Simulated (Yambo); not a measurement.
Yambo run on AlN (wurtzite, space group P6_3mc, No. 186). The wavefunctions are norm-conserving PBE (Quantum ESPRESSO, 84 Ry, scalar-relativistic) ones on a 6×6×4 mesh (8 occupied bands); a = b = 3.129 Å, c = 5.017 Å, α = β = 90.00°, γ = 120.00°.

Yambo input:

```
rim_cut
gw0
dyson
el_el_corr
HF_and_locXC
ppa
em1d
RandQpts= 1000000
RandGvec= 1 Ry
EXXRLvcs= 84 Ry
VXCRLvcs= 336 Ry
Chimod= "HARTREE"
% BndsRnXp
 1 | 77 |
%
NGsBlkXp= 8 Ry
% LongDrXp
 1.0 | 1.0 | 1.0 |
%
PPAPntXp= 15 eV
% GbndRnge
 1 | 77 |
%
GTermKind= "BG"
DysSolver= "n"
ExtendOut
% QPkrange
 1 | 1 | 8 | 9 |
%
```

k points by index: 1 = Γ.

The o-*.qp file then holds:

```
#    K-point    Band    Eo [eV]    E [eV]    E-Eo [eV]    Vxc [eV]    Vnlxc [eV]    Sc|Eo [eV]    Sc|E [eV]    dSc/dw|Eo [eV]    Re(Z)    Im(Z)
#
    1    8    0.000000    -0.632819    -0.632819    -17.01921    -20.89733    3.071978    3.245306    -7.451778    0.785021    -0.001320
    1    9    4.055053    4.715694    0.660641    -12.46693    -8.092929    -3.563333    -3.713364    -6.178770    0.814951    -0.001158
```
(The two width columns are left out.) Convergence of these settings isn't established.

Geometry of the Materials Project entry, not relaxed at this level.
